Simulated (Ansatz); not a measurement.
# Band table of SbAs (zincblende type)

```
CELL_PARAMETERS angstrom
0.00000 3.21465 3.21465
3.21465 0.00000 3.21465
3.21465 3.21465 0.00000
ATOMIC_POSITIONS crystal
Sb 0.00000 0.00000 0.00000
As 0.25000 0.25000 0.25000
```

The cell comes from a relaxation on PAW files under the same functional, begun from a prototype that needn't be the stable phase.

Computed with Ansatz 0.2.0; functional PBEsol, scalar-relativistic. Settings: a Γ-centred 12×12×12 k mesh, Fermi–Dirac smearing of 0.1 eV, no spin polarisation. Methods: PAW: frozen-core files, cutoff 420 eV.

This run: the series' base cell.

Spin–orbit coupling is left out, which matters for the heavy atoms. The PAW files were made under PBE.

Path points, in fractions of the reciprocal vectors: Γ (0.000, 0.000, 0.000), X (-0.500, -0.500, 0.000), U (-0.375, -0.375, 0.250), K (-0.375, 0.000, 0.375), L (0.000, 0.000, 0.500), W (-0.500, -0.250, 0.250). The distance column jumps between branches of the path. Levels in eV from the Fermi level; bands 11 to 17, counted from the lowest band of the run. The gap is zero, the pressure 0.01 GPa.

```
# k(1/Å) point b11 b12 b13 b14 b15 b16 b17
0.000 Γ -12.89 -5.46 -1.99 -1.99 -1.99 0.65 0.65
0.122 - -12.85 -5.66 -2.13 -2.13 -1.80 0.52 0.84
0.244 - -12.73 -6.16 -2.45 -2.45 -1.35 0.23 1.33
0.366 - -12.52 -6.80 -2.83 -2.83 -0.84 -0.09 1.97
0.489 - -12.25 -7.48 -3.18 -3.18 -0.45 -0.37 2.68
0.611 - -11.90 -8.16 -3.47 -3.47 -0.59 -0.27 3.40
0.733 - -11.51 -8.80 -3.69 -3.69 -0.71 -0.31 4.09
0.855 - -11.12 -9.34 -3.83 -3.83 -0.75 -0.43 4.62
0.977 X -10.92 -9.60 -3.87 -3.87 -0.74 -0.50 4.84
1.020 - -10.91 -9.60 -3.89 -3.87 -0.72 -0.48 4.80
1.064 - -10.91 -9.59 -3.95 -3.85 -0.67 -0.39 4.68
1.107 - -10.92 -9.59 -4.04 -3.83 -0.63 -0.22 4.52
1.150 - -10.92 -9.58 -4.15 -3.80 -0.61 0.03 4.32
1.193 - -10.93 -9.57 -4.26 -3.76 -0.59 0.32 4.12
1.236 - -10.94 -9.54 -4.36 -3.71 -0.57 0.64 3.91
1.280 - -10.97 -9.51 -4.44 -3.66 -0.56 0.98 3.70
1.323 U -11.01 -9.46 -4.51 -3.59 -0.55 1.33 3.51
1.921 K -11.01 -9.46 -4.51 -3.59 -0.55 1.33 3.51
2.051 - -11.21 -9.21 -4.58 -3.37 -0.56 2.14 3.02
2.180 - -11.52 -8.80 -4.44 -3.10 -0.67 2.26 2.55
2.310 - -11.86 -8.27 -4.12 -2.81 -0.88 1.87 1.99
2.440 - -12.20 -7.63 -3.66 -2.54 -1.15 1.42 1.52
2.569 - -12.49 -6.94 -3.12 -2.30 -1.44 1.06 1.14
2.699 - -12.71 -6.25 -2.58 -2.13 -1.70 0.80 0.87
2.828 - -12.85 -5.69 -2.15 -2.03 -1.90 0.68 0.70
2.958 Γ -12.89 -5.46 -1.99 -1.99 -1.99 0.65 0.65
3.064 - -12.86 -5.62 -2.04 -2.04 -1.96 0.71 0.72
3.169 - -12.77 -6.02 -2.17 -2.17 -1.95 0.91 0.91
3.275 - -12.62 -6.56 -2.34 -2.34 -2.00 1.16 1.16
3.381 - -12.42 -7.15 -2.51 -2.51 -2.13 1.40 1.40
3.487 - -12.19 -7.73 -2.66 -2.66 -2.27 1.58 1.58
3.593 - -11.96 -8.22 -2.77 -2.77 -2.38 1.70 1.70
3.698 - -11.77 -8.57 -2.84 -2.84 -2.46 1.75 1.75
3.804 L -11.69 -8.70 -2.87 -2.87 -2.49 1.77 1.77
3.891 - -11.67 -8.72 -3.23 -2.90 -2.10 1.74 1.84
3.977 - -11.61 -8.78 -3.67 -3.00 -1.56 1.65 2.06
4.063 - -11.52 -8.88 -4.02 -3.15 -1.05 1.57 2.39
4.150 - -11.39 -9.01 -4.28 -3.35 -0.58 1.52 2.74
4.236 - -11.24 -9.19 -4.42 -3.59 -0.15 1.49 2.80
4.322 - -11.08 -9.37 -4.45 -3.83 0.25 1.44 2.59
4.409 - -10.95 -9.51 -4.39 -4.06 0.63 1.29 2.45
4.495 W -10.90 -9.57 -4.26 -4.24 0.91 1.08 2.43
4.556 - -10.90 -9.57 -4.25 -4.23 0.83 0.93 2.59
4.617 - -10.90 -9.58 -4.21 -4.19 0.63 0.63 2.94
4.678 - -10.90 -9.58 -4.16 -4.14 0.28 0.37 3.37
4.740 - -10.91 -9.58 -4.09 -4.07 -0.04 0.10 3.80
4.801 - -10.91 -9.59 -4.01 -4.00 -0.33 -0.14 4.20
4.862 - -10.91 -9.59 -3.94 -3.93 -0.55 -0.33 4.54
4.923 - -10.91 -9.60 -3.89 -3.89 -0.69 -0.46 4.76
4.984 X -10.92 -9.60 -3.87 -3.87 -0.74 -0.50 4.84
```
